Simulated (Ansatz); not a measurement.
Given:

Relaxed BN (h-BN type, space group P6_3/mmc):

```
BN
1.0
    2.50580     0.00000     0.00000
   -1.25290     2.17009     0.00000
    0.00000     0.00000     6.61621
B N
2 2
Direct
  0.33333   0.66667   0.25000
  0.66667   0.33333   0.75000
  0.33333   0.66667   0.75000
  0.66667   0.33333   0.25000
```

In each cell atom 1 (B, nearest neighbour N at 1.447 Å; its periodic images, 2.5 Å or more away, move with it) moves by s·(0.000, 0.000, 1.000) (along Cartesian z), the rest being held.

Computed with PBE-D3(BJ) (plane waves to 420 eV, PAW, scalar-relativistic; Ansatz, an electronic-structure program). k mesh 12×12×4 (Γ-centred), Fermi-Dirac smearing 0.05 eV. Energies are smeared free energies. BN was relaxed with its symmetry unable to fall. The PAW data are Ansatz's earlier set. The zero of ΔE is the undisplaced structure.

The scan covers s from -0.290 to 0.290 Å in 11 points.

Is the energy the same for equal positive and negative displacements?

Even: the same for both signs. With its periodic images moving along, the atom's site symmetry in this cell is -6m2.

What is the force constant k = d²E/ds² of this move at s = 0?

13.4 eV/Å².

(A displaced cell: forces are minus the slopes of the energy, force constants its curvatures, and phonons follow from these.)
